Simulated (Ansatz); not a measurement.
MoS2:
```xyz
3
Lattice="3.2012 0.0000 0.0000 -1.6006 2.7723 0.0000 0.0000 0.0000 33.0000" Properties=species:S:1:pos:R:3 pbc="T T F"
S      0.0000     1.8482    14.9407
S      1.6006     0.9241    18.0593
Mo     0.0000     0.0000    16.5000
```
The layer is periodic in x and y and isolated along z.

Relaxed with r²SCAN+D4.

Task: All from the program Ansatz at the r²SCAN+D4 level (PAW), unless another level is named. Give the highest zone-centre frequency.

Result: 409 cm⁻¹.

Task: And the dynamical stability at Γ?

Result: no clearly imaginary mode.

Task: What about the Bader charges?

Result: S -0.70, Mo +1.40 e.

Space group P-3m1 (1T). The layer was cut from a bulk entry of the Materials Project (measured or hypothetical); whether that bulk phase is the ambient one, and whether the layer has been isolated, was not checked. The cell was relaxed with r²SCAN+D4 under the symmetry of its start. No spin polarisation was allowed. As this level gives no gap, phonon frequencies hold no LO–TO term and depend on the k-mesh and smearing (Fermi–Dirac, 0.1 eV here).

Potentials: the later of the program's two PAW sets.
